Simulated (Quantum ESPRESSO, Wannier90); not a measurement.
Mg2Ge (anti-fluorite): Wannier90 run

Cell from Materials Project (mp-408), symmetrised, no further relaxation. COD (Crystallography Open Database) has an entry of this formula and space group (matched by these alone). Computed values, not measurements, from LDA: Quantum ESPRESSO (norm-conserving PseudoDojo potentials, cutoff 68 Ry, no spin polarisation, no spin-orbit coupling) on a Γ-centred 8×8×8 mesh, then Wannier90. Density: 8×8×8 mesh, cold smearing 0.01 Ry. Spin-orbit coupling, left out, would split the p-like bands by a few tenths of an eV. The gap is small at this level and was sampled on the meshes and a path alone.

```
begin unit_cell_cart
ang
    0.0000000000    3.1842950000    3.1842950000
    3.1842950000    0.0000000000    3.1842950000
    3.1842950000    3.1842950000    0.0000000000
end unit_cell_cart
mp_grid = 8 8 8
```

Neighbour vectors b of the finite-difference formula (Å⁻¹), by shell:

```tsv
shell	b_x	b_y	b_z
1	0.12332	0.12332	-0.12332
1	0.12332	-0.12332	0.12332
1	-0.12332	0.12332	0.12332
1	0.12332	0.12332	0.12332
1	-0.12332	-0.12332	0.12332
1	-0.12332	0.12332	-0.12332
1	0.12332	-0.12332	-0.12332
1	-0.12332	-0.12332	-0.12332
```

Task: Find the weights w_b from the completeness condition Σ_b w_b b_α b_β = δ_αβ.

Result: Shell 1: Σ b_x² = 0.122, Σ b_y² = 0.122, Σ b_z² = 0.122 Å⁻²
Each of the three diagonal sums, weighted, has to give 1 and the off-diagonal ones 0, which holds for w_1 = 8.22 Å². Check on xx: 8.22×0.122 = 1.00.

On this mesh the 4 functions of bands 14-17 (valence bands; start: SCDM (isolated), conv_tol = 1.0e-6) end with spreads 3.4257, 3.4255, 3.4255, 3.4259 Å², Ω_I = 11.5745 Å² and Ω_D = 0.0010 Å².

Ω_total is the sum of the spreads, 13.703 Å². Ω_OD = Ω_total − Ω_I − Ω_D = 2.127 Å². Only (Ω_D + Ω_OD)/Ω_total = 15.5 % depends on the gauge, and another start could lower the total by that share at most. The rms radius is √(Ω_total/4) = 1.85 Å.
